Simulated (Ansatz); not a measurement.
Relaxed-ion elastic tensor of Na (hcp (Mg type), space group No. 194) in GPa (Voigt order), LDA in the plane-wave PAW code Ansatz; density 1.14 g/cm³, 33.37 Å³ per atom.

|  | 1 | 2 | 3 | 4 | 5 | 6 |
|---|---|---|---|---|---|---|
| 1 | 14.4 | 9.0 | 4.2 | 0.0 | 0.0 | 0.0 |
| 2 | 9.0 | 14.4 | 4.2 | 0.0 | 0.0 | 0.0 |
| 3 | 4.2 | 4.2 | 18.3 | 0.0 | 0.0 | 0.0 |
| 4 | 0.0 | 0.0 | 0.0 | 2.7 | 0.0 | 0.0 |
| 5 | 0.0 | 0.0 | 0.0 | 0.0 | 2.7 | 0.0 |
| 6 | 0.0 | 0.0 | 0.0 | 0.0 | 0.0 | 2.7 |

Q: Is the crystal mechanically stable?

A: Yes: the smallest eigenvalue of C is 2.7 GPa.

Q: Work out the Voigt, Reuss and Hill averages.

A: K_V = 9.1, K_R = 9.1, K_H = 9.1; G_V = 3.6, G_R = 3.1, G_H = 3.3 GPa.

Q: Give Young's modulus, Poisson's ratio, Pugh's ratio and the universal anisotropy index.

A: E = 9KG/(3K + G) = 8.9 GPa; ν = 0.34; K/G = 2.74 (ductile by the Pugh limit of 1.75); A_U = 5G_V/G_R + K_V/K_R − 6 = 0.86.

Q: Estimate the sound speeds and the Debye temperature.

A: v_l = √((K + 4G/3)/ρ) = 3440 m/s, v_t = √(G/ρ) = 1700 m/s, mean 1910 m/s; Θ = (h/k)(3n/4πV)^(1/3) v_m = 177 K.

Q: Solve the Christoffel equation for the three sound speeds along x, y, z.

A: Eigenvalues of C_ijkl n_j n_l equal ρv². In km/s, slowest first: x 1.53, 1.53, 3.54; y 1.53, 1.53, 3.54; z 1.53, 1.53, 4.00.

Q: How much does each axis shrink under pressure?

A: Linear compressibilities β_i = Σ_j S_ij (j = 1 to 3): x 36, y 36, z 38 per TPa.

Space group P6_3/mmc (hcp (Mg type)). The workflow started from a Materials Project entry (that database holds measured and hypothetical structures alike); the Crystallography Open Database files this formula in space group No. 194, but the cells were not matched. It is not the phase usual at ambient conditions (space group No. 229). The LDA relaxation kept the symmetry of its start; of distortions, only those at the zone centre were tested. As this level gives no gap, shear constants depend on the k-mesh and smearing (Fermi–Dirac, 0.1 eV here).

Potentials: the later of the program's two PAW sets.
